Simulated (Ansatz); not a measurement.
MgI$_{2}$:
```xyz
3
Lattice="4.1650 0.0000 0.0000 -2.0825 3.6070 0.0000 0.0000 0.0000 6.9706" Properties=species:S:1:pos:R:3 pbc="T T T"
Mg     0.0000     0.0000     0.0000
I      0.0000     2.4047     1.6664
I      2.0825     1.2023     5.3042
```

Relaxed with r²SCAN+D4. Special points in fractions of this cell's reciprocal vectors: Γ (0.000, 0.000, 0.000); M (0.500, 0.000, 0.000); K (0.333, 0.333, 0.000); A (0.000, 0.000, 0.500); L (0.500, 0.000, 0.500); H (0.333, 0.333, 0.500).

Q: List the band energies nearest the valence-band maximum at these points for plane-wave PAW r²SCAN+D4 (Ansatz code).

A: In eV from the valence-band maximum; about four levels below and three above (degenerate sets whole), none deeper than 8.9 eV; points with the same levels are listed once.

```csv
k,below,above
Γ,-0.42 -0.42 -0.04 -0.04 0.00,4.54 5.50 7.36 7.36
M,-1.78 -1.34 -0.84 -0.44,4.28 6.04 6.12
K,-2.36 -2.36 -1.87 -1.14 -1.14,4.57 8.08 8.08
A,-0.34 -0.34 -0.12 -0.12,5.45 5.60 7.20 7.20
L,-1.20 -1.11 -0.76 -0.64,4.21 5.86 6.29
H,-2.71 -2.71 -2.15 -0.54 -0.54,5.48 6.47 6.47
```

Space group P-3m1 (CdI2 type). Symmetry was held in the r²SCAN+D4 relaxation; phonons on a q-mesh show no instability. Scalar-relativistic: spin–orbit coupling is off unless named, which matters more the heavier the elements.

Potentials: the later of the program's two PAW sets.
